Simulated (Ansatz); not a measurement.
One starting cell of GaN (a generated cell, GaN placed in the 6H structure type) was relaxed twice with Ansatz (plane waves, PAW, scalar-relativistic): with r2SCAN at 500 eV and with PBE at 420 eV. The r2SCAN result:

```
GaN
1.0
    3.18137     0.00000     0.00000
   -1.59068     2.75514     0.00000
    0.00000     0.00000    15.57220
Ga N
6 6
Direct
  0.00000   0.00000   0.99975
  0.00000   0.00000   0.49975
  0.66667   0.33333   0.83331
  0.33333   0.66667   0.33331
  0.66667   0.33333   0.16657
  0.33333   0.66667   0.66657
  0.00000   0.00000   0.87464
  0.00000   0.00000   0.37464
  0.66667   0.33333   0.70807
  0.33333   0.66667   0.20807
  0.66667   0.33333   0.04136
  0.33333   0.66667   0.54136
```

```csv
quantity,r2SCAN,PBE
space group,P6₃mc,P6₃mc
volume (Å³/atom),11.37,___
a (Å),3.181,___
c (Å),15.572,___
"gap (eV, no spin-orbit coupling)",2.23,___
```

**Question.** Fill in the PBE column.

**Answer.** 
- volume (Å³/atom), PBE: 11.76
- a (Å), PBE: 3.217
- c (Å), PBE: 15.749
- gap (eV, no spin-orbit coupling), PBE: 1.59

Both levels end in the same structure; PBE's volume is 3.4 % larger; its gap is 0.64 eV smaller. Neither column is exact.

No spin polarisation in the result.

The run could not lose the symmetry of its start.

The first start was generated by placing the elements on the sites of a structure type. A measured structure of GaN has the same space group, P6₃mc (No. 186); the sites were not compared with it.

Ansatz is a program for electronic structure.
